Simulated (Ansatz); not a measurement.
CaSi in space group Cmcm (No. 63; Si on 4c, Ca on 4c) at seven volumes, DFT-r²SCAN in the program Ansatz with PAW potentials, shape and atoms relaxed at each. One row is withheld.

```csv
V (Å³/atom),P (GPa)
21.574,6.48
22.285,3.98
22.996,1.84
23.707,0.00
24.419,?
25.130,-2.90
25.841,-4.02
```

Problem. Fit the shown pressures and predict the withheld one.

Solution. Third-order Birch–Murnaghan: P = (3/2)B₀(x^(7/2) − x^(5/2))[1 + (3/4)(B′ − 4)(x − 1)] with x = (V₀/V)^(2/3). Least squares on the six rows gives V₀ = 23.710 Å³/atom, B₀ = 56.19 GPa, B′ = 4.25. At V = 24.419, x = 0.9805 and P = -1.56 GPa. The run itself gave -1.56 GPa.

The workflow started from an entry of the Crystallography Open Database (COD). Its standing as an ambient phase is unchecked. The r²SCAN relaxation kept the symmetry of its start; its stability against distortions is not shown here.

Potentials: the later of the program's two PAW sets.
